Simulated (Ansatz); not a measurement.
## NMR crystallography of Bi2S3: given against relaxed positions

Start: an entry of the Crystallography Open Database (COD), taken as it stands.

Space group Pnma (No. 62); a = 11.3190, b = 3.9920, c = 11.1700 Å.

```csv
site,Wyckoff,site symmetry,x,y,z
Bi1,4c,.m.,0.3402,0.2500,0.4655
Bi5,4c,.m.,0.4838,0.7500,0.1744
S9,4c,.m.,0.2841,0.7500,0.3062
S13,4c,.m.,0.3767,0.2500,0.0578
S17,4c,.m.,0.5490,0.2500,0.3710
```

One atom of each set is listed.

The numbers come from a DFT calculation in Ansatz (PBE, plane waves and PAW, scalar-relativistic, 420 eV cutoff, Γ-centred 3×7×3 k-points, Fermi–Dirac smearing 0.02 eV).

The largest force at the start is 0.22 eV/Å. Relaxing the ions at fixed cell moves them by 0.037 Å at most (atom 8, Bi) and 0.026 Å rms. End positions:

Bi1 (0.3383, 0.2500, 0.4682)
Bi5 (0.4870, 0.7500, 0.1751)
S9 (0.2841, 0.7500, 0.3075)
S13 (0.3779, 0.2500, 0.0564)
S17 (0.5499, 0.2500, 0.3708)

| site | moved (Å) | first shell before | first shell after | V_zz before (10²¹ V/m²) | η before |
| --- | --- | --- | --- | --- | --- |
| Bi1 | 0.037 | 7 S at 2.59–3.33 Å | 7 S at 2.63–3.31 Å | -25.1 | 0.04 |
| Bi5 | 0.037 | 7 S at 2.67–3.41 Å | 7 S at 2.70–3.37 Å | -9.76 | 0.96 |
| S9 | 0.014 | 3 Bi at 2.70–2.75 Å | 3 Bi at 2.73–2.75 Å | -2.73 | 0.34 |
| S13 | 0.021 | 5 Bi at 2.67–3.33 Å | 5 Bi at 2.70–3.31 Å | -9.27 | 0.25 |
| S17 | 0.011 | 5 Bi at 2.59–3.06 Å | 5 Bi at 2.63–3.04 Å | 4.73 | 0.86 |

(1) How do the gradients change?

Answers

(1) 

```csv
site,V_zz after,η after,change of V_zz
Bi1,-19.20,0.08,+5.89
Bi5,-7.55,0.99,+2.21
S9,-2.59,0.33,+0.14
S13,-8.84,0.16,+0.43
S17,4.14,0.94,-0.59
```

The largest change of V_zz is on Bi1, from -25.1 to -19.20. In per cent, |V_zz| changes by -23 on Bi, -12 to -5 on S (all sites that start above 0.5).

Spin–orbit coupling is left out, which shifts gradients on Bi by a few per cent, and by more where contributions nearly cancel.
